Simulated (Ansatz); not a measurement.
Input for Ansatz (plane-wave DFT), NbTe:

```yaml
crystal:
  lattice:
    - [3.7029743866, 0.0, 0.0]
    - [-1.8514871933, 3.2068698884, 0.0]
    - [0.0, 0.0, 3.694211]
  atoms:
    - { symbol: Nb, position: [0.0, 0.0, 0.5], spin: 4.0 }
    - { symbol: Te, position: [0.6666666667, 0.3333333333, 0.0] }
basis:
  ecutwfc: 420
kpoints:
  mp_grid: { grid: [3, 3, 2] }
hamiltonian:
  xc: lda
  dispersion: d3bjatm
scf:
  occupations: { method: gaussian }
  lower_state_search: "off"
  n_extra_bands: 3
  max_iter: 60
output:
  forces: true
  stress: true
  eigenvalues: true
  populations: true
magnetization:
  spin_polarized: true
  magnetic_field: 10
```

Command:

```bash
ansatz run input.yaml --threads 1 --pin off --max-ram 1331MiB --backend cpu --events-out ev --progress --plain --runs-dir out
```

From the log (HF is the Harris–Foulkes energy, dr2 the density residual in eV):

```text
Pseudopotential: Nb, paw, valence charge 13, recommended cutoff 420 eV (normal)
Pseudopotential: Te, paw, valence charge 16, recommended cutoff 420 eV (normal)
Crystal: 2 atoms, lattice volume = 43.869 Å³
Basis set: ecut = 420 eV, 865 PW (Γ)
Bands: 18, of which v1, the nominal top of the filled ones, is band 15 counted from 1 (14 counted from 0)
Symmetry: 12 space group operations
Space group: P-6m2 (ITA 187), of the structure as read, at distance tolerance 3.5e-5 Å
k-points: 6 of 18 (time reversal used)
PAW frozen core: Nb, regenerated for the run's functional, and the local potential with it (the file was generated under x = pbe(κ = 0.804, μ = 0.2195), c = pbe(β = 0.0667))
PAW frozen core: Te, regenerated for the run's functional, and the local potential with it (the file was generated under x = pbe(κ = 0.804, μ = 0.2195), c = pbe(β = 0.0667))
Initial density: superposition of atomic densities
Starting moments: Σ|m| = 4 μB on 1 of 2 sites
Magnetic field: 10 T along the axis of the moments, on the spin alone (0.5788 meV per μB along it)
SCF iter   1: HF=-11270.429119 eV  Δρ=6.79e-2 (↑6.79e-2 ↓3.82e-2) dr2=1.34e0  dr2_m=1.02e0  M=1.332 μB ∫|m|=1.530 μB
SCF iter   2: HF=-11270.069697 eV  Δρ=5.04e-2 (↑5.04e-2 ↓4.56e-2) dr2=1.25e-1  dr2_m=8.92e-1  M=1.356 μB ∫|m|=1.613 μB
SCF iter   3: HF=-11270.389111 eV  Δρ=3.79e-2 (↑3.79e-2 ↓3.49e-2) dr2=5.00e-2  dr2_m=5.17e-1  M=1.234 μB ∫|m|=1.448 μB
SCF iter   4: HF=-11270.923339 eV  Δρ=8.73e-3 (↑8.73e-3 ↓7.19e-3) dr2=6.18e-3  dr2_m=2.35e-2  M=0.698 μB ∫|m|=0.777 μB
   ...
SCF iter  17: F=-11270.975825 eV  HF=-11270.975825 eV  Δρ=2.16e-8 (↑2.16e-8 ↓7.79e-9) dr2=6.21e-14  dr2_m=7.06e-14  M=0.001 μB ∫|m|=0.001 μB
SCF iter  18: F=-11270.975825 eV  HF=-11270.975825 eV  Δρ=6.00e-9 (↑6.00e-9 ↓2.16e-9) dr2=5.41e-15  dr2_m=5.76e-15  M=0.001 μB ∫|m|=0.001 μB
SCF iter  19: F=-11270.975825 eV  HF=-11270.975825 eV  Δρ=8.53e-10 (↑8.53e-10 ↓6.19e-10) dr2=5.19e-16  dr2_m=1.29e-16  M=0.001 μB ∫|m|=0.001 μB
SCF 1 converged in 19 iterations: F = -11270.975825 eV  dr2 = 5.19e-16
SCF converged after 19 iterations
Magnetization: 0.0014 μB (14.5007 up, 14.4993 down)
Absolute magnetization: 0.0015 μB (∫|ρ↑−ρ↓|, with the PAW one-centre terms)
Per-site moments (μB) at R_I (Å): [(0.0011, 1.1654), (-1.5957e-6, 1.1654)]
Free energy (F): -11270.975825 eV
E sigma→0 (E₀):  -11270.972329 eV
Entropy (-TS):   -0.006991 eV (-3.496 meV/atom)
Fermi energy:    15.680878 eV
--- Forces (eV/Å), atoms counted from 1 ---
  atom   1  Nb     0.00000000     0.00000000     0.00000000
  atom   2  Te     0.00000000     0.00000000     0.00000000
--- Stress (GPa, compression-positive) ---
      -11.196358       0.000000       0.000000
        0.000000     -11.196358       0.000000
        0.000000       0.000000      -4.927000
  P = ⅓ Tr σ = -9.1066 GPa (-91.066 kbar)
```

These settings were drawn at random to show what each does; none of the numbers is a converged property of the crystal. The starting moments weren't kept.